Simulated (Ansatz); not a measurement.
**Te2Mo: do energies and stresses tell the same story?**

Method: DFT PBE, scalar-relativistic, plane waves, PAW (Ansatz 0.2.0).

Cutoff 420 eV; k points 12×12×2 on the computed 6-atom cell (Γ-centred); Gaussian smearing, width 0.02 eV; no spin polarisation.

Relaxed cell: P6_3/mmc, a = 3.557 Å, b = 3.557 Å, c = 15.205 Å, α = 90.00°, β = 90.00°, γ = 120.00°, 6 atoms in the primitive cell.

Energies at zero smearing and pressures from the stress tensor, at volumes with shape and atoms relaxed:
```
V (Å³/atom) E − E(first) (meV/atom) P (GPa)
     26.102                     0.00    0.835
     26.935                    -2.88    0.303
     27.768                    -3.72    0.011
     28.601                    -3.61   -0.023
     29.434                    -3.17   -0.057
```

**Question.** Check P = −dE/dV between neighbouring volumes, and get the bulk modulus from the pressures alone.

**Answer.** With 1 eV/Å³ = 160.2 GPa:
| middle V (Å³/atom) | −ΔE/ΔV (GPa) | mean P (GPa) |
| --- | --- | --- |
| 26.518 | 0.553 | 0.569 |
| 27.351 | 0.162 | 0.157 |
| 28.184 | -0.020 | -0.006 |
| 29.017 | -0.085 | -0.040 |

The two differ by 0.045 GPa at most. The mean of two end pressures misses the average over a step by about ΔV² P″/12, up to 0.025 GPa here; with that taken off 0.063 GPa remains, from the finite cutoff, the mesh or the relaxation's tolerance. Around V = 27.768 Å³/atom, the two neighbours give B = −V ΔP/ΔV = 27.768 × 0.326 / 1.666 = 5.4 GPa, against B0 = 5.1 GPa from the Birch–Murnaghan fit of the energies, which describes these points poorly (B0' = 32.1).

The cell holds layers, and where no dispersion correction was added their binding is poorly described.